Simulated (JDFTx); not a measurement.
Mo(211) slab cut from bulk Mo (space group Im-3m, indices of the conventional cell, lattice of the Materials Project entry mp-129, not re-optimised): 8 atoms in 8 planes, a 1x1 cell of 12.29 Å² (|a| = 2.743, |b| = 4.480 Å), 9.1 Å between the outermost planes, cell height 25.1 Å, 8×6×1 k mesh, Fermi smearing 0.01 Ha, no spin polarisation.

Level of theory: PBE, GBRV ultrasoft potentials, plane waves to 20/100 Ha; code: a modified build of JDFTx. Vacuum. The outer atoms relax from bulk positions, keeping the cell's symmetry; the lattice is not PBE's own optimum in this code, and that strain can shift the moves by a few hundredths of an ångström. Input:

```
lattice \
  5.1839711414 0.0000000000 0.0000000000 \
  0.0000000000 8.4653894153 0.0000000000 \
  0.0000000000 0.0000000000 47.4321257281
coords-type Lattice
ion Mo 0.0833333330 0.5000000000 -0.1803232700 1
ion Mo 0.4166666670 0.0000000000 -0.1288023360 0
ion Mo 0.7500000000 0.5000000000 -0.0772814010 0
ion Mo 0.0833333330 0.0000000000 -0.0257604670 0
ion Mo 0.4166666670 0.5000000000 0.0257604670 0
ion Mo 0.7500000000 0.0000000000 0.0772814010 0
ion Mo 0.0833333330 0.5000000000 0.1288023360 0
ion Mo 0.4166666670 0.0000000000 0.1803232700 1
ion-species pseudo/mo_pbe_v1.upf
elec-cutoff 20 100
elec-ex-corr gga-PBE
coulomb-interaction Slab 001
coulomb-truncation-embed 0 0 0
kpoint-folding 8 6 1
elec-smearing Fermi 0.01
lcao-params 10
elec-n-bands 72
electronic-scf nIterations 100 energyDiffThreshold 1e-07
ionic-minimize nIterations 10 energyDiffThreshold 1e-5 knormThreshold 4e-4
dump-name vac.$VAR
dump End State Ecomponents EigStats BandEigs Forces ElecDensity IonicPositions Fillings Kpoints Dtot
```

Question: How far do the free atoms of the upper face move along the normal, and how much energy is released?

Answer: Mo (atom 8) -0.21 Å (positive: outward). The free energy falls by 0.384 eV per cell, 251 mJ/m².
